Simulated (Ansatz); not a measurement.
La3Ga:
```yaml
crystal:
  lattice:
    - [4.93497, 0.00000, 0.00000]
    - [0.00000, 4.93497, 0.00000]
    - [0.00000, 0.00000, 4.93497]
  atoms:
    - { symbol: La, position: [0.00000, 0.50000, 0.50000] }
    - { symbol: La, position: [0.50000, 0.00000, 0.50000] }
    - { symbol: La, position: [0.50000, 0.50000, 0.00000] }
    - { symbol: Ga, position: [0.00000, 0.00000, 0.00000] }
```

Relaxed with r²SCAN.

Problem. Map the electron localisation function on the plane through (0.000, 0.500, 0.500) spanned by u = [1, 1, 0] and v = [1, 0, 1] in lattice vectors, from r²SCAN in the plane-wave PAW code Ansatz.

Solution. x is the fraction of u, y of v (the angle between them is 60°; rows are the nearest grid lines); atoms in the plane: La at (0.00, 0.00), La at (0.50, 0.00), La at (0.00, 0.50), Ga at (0.50, 0.50).
```
|  -%@@*:...=#@@*.  .*@@#=...:*@@%-  |
|-:=#@@%+:...-#@@%+::+%@@#-...:+%@@#-|
|%##%@@%+:....-#@@@%#%@@@#=:..:-+%@@%|
|@@@@@@#=:..::..-*%@@@@@%*-:::-::-+#@|
|*#%%%#+-:.:--:..:=*%%%%*=-:::--:::-*|
|..:::::..:-=+++=:...::::.....:::....|
|........:-=+***+=-:..........::::...|
|=:...:--=++++====++++=-:....-=*###+=|
|#+-..:-=+**+=-----=+*++=:..:=*%@@@@#|
|@@@#=..-+**=--:..::--+*+=:.:+%@@@%%@|
|*@@@#-.:=+*=--.   .:--+*+:.:+%@@%+=*|
|  +@@%=..-++--:  =  .:-=+=:.:*@@%:  |
|  :%@@*:.:=+=-:.  =  :--++-..=%@@+  |
|*=+%@@%+:.:+*+--:.   .--=*+=:.-#@@@*|
|@%%@@@%+:.:=+*+--::..:--=**+-..=#@@@|
|#@@@@%*=:..:=++*+=-----=+**+=-:..-+#|
|=+###*=-....:-=++++====++++=--:...:=|
|...::::..........:-=+***+=-:........|
|....:::.....::::...:=+++=-:..:::::..|
|*-:::--:::-=*%%%%*=:..:--:.:-+#%%%#*|
|@#+-::-:::-*%@@@@@%*-..::..:=#@@@@@@|
|%@@%+-:..:=#@@@%#%@@@#-....:+%@@%##%|
|-#@@%+:...-#@@%+::+%@@#-...:+%@@#=:-|
|  -%@@*:...=#@@*.  .*@@#=...:*@@%-  |
```
Scale: ten equal steps from 0.002 (start of ' ') to 0.837 (end of '@'), in the order ' .:-=+*#%@'; x runs from 0.000 to 1.00, y from 0.000 (bottom) to 1.00 (top).

The density is the valence pseudo-density with augmentation charge, so density and ELF within about 1 Å of a nucleus are not all-electron values.

Space group Pm-3m (Cu3Au type). The workflow started from an entry of the Crystallography Open Database (COD). Whether it is the stable phase at ambient conditions was not checked. The cell was relaxed with r²SCAN under the symmetry of its start; whether a distortion lowers the energy is not shown. The volume moved by -34 % from the start of the relaxation. The volume fell by over 15 % from the filed cell, which may lack light atoms or belong to other conditions. Scalar-relativistic: spin–orbit coupling is off unless named, which matters more the heavier the elements.

Potentials: the later of the program's two PAW sets.
